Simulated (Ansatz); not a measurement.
# Fe: the volume at rest

Fe in a ferromagnetic state, starting from this typed cell of 11.37 Å³ an atom.

```xyz
1
Lattice="-1.4165 1.4165 1.4165 1.4165 -1.4165 1.4165 1.4165 1.4165 -1.4165" Properties=species:S:1:pos:R:3 pbc="T T T"
Fe    0.0000    0.0000    0.0000
```

Computed with Ansatz (plane-wave DFT, scalar-relativistic): k mesh 8×8×8; Fermi–Dirac smearing of 0.1 eV; collinear spin from start moments 2.2 μB (atoms as listed). Cell and atoms are relaxed to zero stress with the symmetry kept and no dispersion correction.

Caveats: coarse k mesh.

Problem. What volume results under PBE, LDA, PBEsol, and how much do the potentials matter?

Solution. 
```json
{"functional": "PBE", "potentials": "Ansatz generated PAW", "cutoff (eV)": "420", "volume (Å³/atom)": "11.32", "change (%)": "-0.4"}
{"functional": "PBE", "potentials": "Ansatz hand-made PAW", "cutoff (eV)": "844", "volume (Å³/atom)": "11.31", "change (%)": "-0.5"}
{"functional": "PBE", "potentials": "JTH PAW", "cutoff (eV)": "1320", "volume (Å³/atom)": "11.28", "change (%)": "-0.8"}
{"functional": "PBE", "potentials": "Ansatz norm-conserving", "cutoff (eV)": "1225", "volume (Å³/atom)": "11.33", "change (%)": "-0.3"}
{"functional": "LDA", "potentials": "Ansatz hand-made PAW", "cutoff (eV)": "844", "volume (Å³/atom)": "10.38", "change (%)": "-8.7"}
{"functional": "LDA", "potentials": "PseudoDojo norm-conserving", "cutoff (eV)": "1225", "volume (Å³/atom)": "10.40", "change (%)": "-8.5"}
{"functional": "PBEsol", "potentials": "Ansatz hand-made PAW", "cutoff (eV)": "844", "volume (Å³/atom)": "10.78", "change (%)": "-5.2"}
{"functional": "PBEsol", "potentials": "PseudoDojo norm-conserving", "cutoff (eV)": "1225", "volume (Å³/atom)": "10.84", "change (%)": "-4.6"}
```

From smallest to largest: LDA, PBEsol, PBE.
